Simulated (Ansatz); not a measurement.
The start is a generated cell, Al2O3 placed in the AFLOW prototype A2B3_tP10_127_g_ah (D5_a). Cell shape, volume and atoms are optimised at zero target pressure with r2SCAN (plane waves to 500 eV, PAW, scalar-relativistic; Ansatz, a first-principles code). First-step values are on the input's coarse k-mesh.

Ansatz input (later rounds restart from its end on a renewed k-mesh):
Ansatz 0.2 input:
```yaml
crystal:
  lattice:
    - [5.4428503, 0, 0]
    - [0, 5.4428503, 0]
    - [0, 0, 2.8859778]
  atoms:
    - { symbol: O, position: [0, 0, 0] }
    - { symbol: O, position: [0.5, 0.5, 0] }
    - { symbol: O, position: [0.1821, 0.6821, 0.5] }
    - { symbol: O, position: [0.6821, 0.8179, 0.5] }
    - { symbol: O, position: [0.3179, 0.1821, 0.5] }
    - { symbol: O, position: [0.8179, 0.3179, 0.5] }
    - { symbol: Al, position: [0.3841, 0.8841, 0] }
    - { symbol: Al, position: [0.8841, 0.6159, 0] }
    - { symbol: Al, position: [0.1159, 0.3841, 0] }
    - { symbol: Al, position: [0.6159, 0.1159, 0] }
basis: { ecutwfc: 500, ecutrho_ratio: 4, xc_grid: 4, fft_grid_basis: typed }
kpoints: { mp_grid: { grid: [4, 4, 8] } }
hamiltonian:
  xc: r2scan
  dispersion: none
  pseudopotentials: { kind: paw }
scf: { occupations: { method: fermi_dirac, width: 0.05 } }
relax: { f_tol: 0.01, max_steps: 100, cell: { stress_tol: 0.02 } }
output: { forces: true, stress: true }
```

```json
{
  "outcome": "The space group stays P4/mbm (No. 127) (the run could not lower it), with 10 atoms in the primitive cell",
  "energy_released": "about 1.9 eV/atom",
  "volume_change": "-2.8 %, from 8.55 to 8.31 Å³/atom",
  "Shortest distances (start → end)": "The closest pairs of elements (up to four, under 3.6 Å), start → end: Al–Al 1.78 → 2.78 Å; Al–O 2.12 → 1.83 Å; O–O 2.46 → 2.23 Å",
  "band_gap_at_the_end": "2.23 eV, indirect (valence top at Z, conduction bottom at Γ) (no spin-orbit coupling)",
  "optimiser_moves": "9"
}
```

Final structure:

Space group P4/mbm (No. 127); a = 5.4604 Å, b = 5.4604 Å, c = 2.7886 Å, α = 90.00°, β = 90.00°, γ = 90.00°

```json
[
 {"atom": "O", "site": "2a", "symmetry": "4/m..", "x": "0.0000", "y": "0.0000", "z": "0.0000"},
 {"atom": "O", "site": "4h", "symmetry": "m.2m", "x": "0.3558", "y": "0.1442", "z": "0.5000"},
 {"atom": "Al", "site": "4g", "symmetry": "m.2m", "x": "0.2026", "y": "0.2974", "z": "0.0000"}
]
```

Final values are on a 6×6×12 k-mesh of the relaxed cell. The start holds a very short contact (Al–Al 1.78 Å). No spin polarisation in the result.

The run could not lower the symmetry of its start; a shaken copy of this end point relaxes with r2SCAN to P2₁ (No. 4), 0.800 eV/atom lower.

The relaxed structure here is a generated cell of Al2O3: the first start was made by placing the elements on the sites of a structure type, and the end was not matched to a known phase here, so it may be hypothetical. Known forms of Al2O3 include space group No. 167.
